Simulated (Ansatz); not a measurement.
All-electron LAPW in Ansatz 0.2.0 under PBE, scalar-relativistic, energies extrapolated to zero smearing. Slabs are 1×1 cells cut from bulk crystals relaxed on PAW files, with atoms then relaxed, 16 to 20 Å of vacuum, a dipole correction, k spacings of 0.16 to 0.26 Å⁻¹ and smearing of 0.02 to 0.1 eV, without spin–orbit coupling; Cr, Mn, Fe, Co, Ni, Eu and Gd start ferromagnetic, the others run without spin. The bulk type named needn't be the stable one, and no reconstruction is allowed. Antiferromagnetic order, which Cr and Mn prefer, wasn't tried.

**Question.** Order these slabs by surface energy, lowest first.
A. bcc Cr (110), 7 layers
B. bcc Cr (111), 7 layers
C. fcc Pd (110), 4 layers
D. rocksalt HfN (100), 4 layers

**Answer.** D (1.49 J/m²), C (1.65 J/m²), A (3.22 J/m²), B (3.37 J/m²).
